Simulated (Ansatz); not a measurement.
Relaxed candidate structures of ZrRh:

A. P6₃/mmc (No. 194), hP8, AFLOW prototype AB_hP8_194_ad_f (B_i, as in TiAs); a = b = 3.5169 Å, c = 14.3661 Å, α = β = 90.00°, γ = 120.00°; Zr 4f (0.667, 0.333, 0.125); Rh 2a (0.000, 0.000, 0.000); Rh 2c (0.333, 0.667, 0.250)

B. Pbam (No. 55), oP8; a = 4.745 Å, b = 9.554 Å, c = 3.148 Å, α = β = γ = 90.00°; Rh 4h (0.295, 0.362, 0.500); Zr 4g (0.280, 0.120, 0.000)

C. I4₁/amd, origin choice 1 (No. 141), tI16, AFLOW prototype AB_tI16_141_e_e (B_g, as in BMo); a = 3.755 Å, b = 3.755 Å, c = 21.251 Å, α = 90.00°, β = 90.00°, γ = 90.00°; Rh 8e (0.000, 0.000, 0.327); Zr 8e (0.000, 0.000, 0.198)

D. P3₂12 (No. 153), hP6; a = 6.7117 Å, b = 6.7117 Å, c = 3.0486 Å, α = 90.00°, β = 90.00°, γ = 120.00°; Rh 3a (0.245, 0.122, 0.000); Zr 3a (0.024, 0.512, 0.000)

Problem. Put the candidates in order of energy per atom, lowest first, for PBE (plane waves to 420 eV, PAW, scalar-relativistic; Ansatz, an electronic-structure program).

Solution. B (reference, the lowest of the structures calculated here), C (+0.04 eV/atom), A (+0.24 eV/atom), D (+0.52 eV/atom)

Each run could gain symmetry but not lose that of its start, so entries can be saddle points. All of these are generated cells (placed on structure types, drawn at random, substituted or restacked) that were not matched to a known phase here. The real structure of this composition may not be among these. Energies are at zero temperature and pressure, without zero-point motion. The runs use different k-meshes, so differences are rounded accordingly. No spin polarisation in the result.
